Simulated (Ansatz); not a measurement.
SrTiO₃ (Pm-3m): one-shot GW input and result

Computed with Ansatz 0.2.0-dev, G0W0@PBE, plasmon-pole screening, soft PAW set, first generation.

Input:

```yaml
crystal:
  lattice:
    - [3.905, 0.0, 0.0]
    - [0.0, 3.905, 0.0]
    - [0.0, 0.0, 3.905]
  atoms:
    - { symbol: Sr, position: [0, 0, 0] }
    - { symbol: Ti, position: [0.5, 0.5, 0.5] }
    - { symbol: O, position: [0.5, 0.5, 0] }
    - { symbol: O, position: [0.5, 0, 0.5] }
    - { symbol: O, position: [0, 0.5, 0.5] }
kpoints:
  mp_grid: { grid: [4, 4, 4], shift: [0, 0, 0] }
hamiltonian:
  xc: pbe
  pseudopotentials: { kind: paw }
scf:
  occupations: { method: fixed }
output:
  forces: false
  stress: false
gw:
  n_empty_bands: 406
  ecut_chi: 143.3
  qp_bands: [v1, c1]
  qp_kpoints: [[0, 0, 0], [0.5, 0.5, 0.5]]
```

The input is rewritten from the run's settings (development build, wave cutoff 420 eV).

Linearised quasiparticle energies, zero at the top filled Kohn-Sham level among these points. VB is the top filled band, CB the lowest empty one. A question mark flags a row in doubt, often one that sits on a pole of the self-energy, where Z and the linearised level mean nothing. The wave cutoff came out at 420 eV.

| k | band | ε_KS (eV) | Σx − Vxc (eV) | Σc (eV) | Z | ε_QP (eV) |
| --- | --- | --- | --- | --- | --- | --- |
| Γ | VB | -0.34 | -4.82 | 4.39 | 0.77 | -0.67 |
| Γ | CB | 1.87 | 7.68 | -6.16 | 0.78 | 3.05 |
| R | VB | 0.00 | -5.01 | 4.57 | 0.76 | -0.33 |
| R | CB | 4.47 | 9.29 | -7.30 | 0.71 | 5.88? |

The gap (from R to Γ) opens from 1.87 eV to 3.39 eV.

Electronic (ion-clamped) dielectric constant on this mesh, from the head of the inverse dielectric matrix: 6.5.

Soft PAW datasets can miss an all-electron G0W0 gap by more than 5 %. The program doubts some quasiparticle rows away from the edges, which needn't be among those shown. Spin-orbit coupling is left out. The mesh is coarse, so these are values at the stated settings, not converged ones. Band sums or response are cut, so the gap isn't at its basis limit. The gap is read among the points solved; the crystal's band edges can lie elsewhere. Meshes this coarse can overestimate the dielectric constant by a tenth and more.
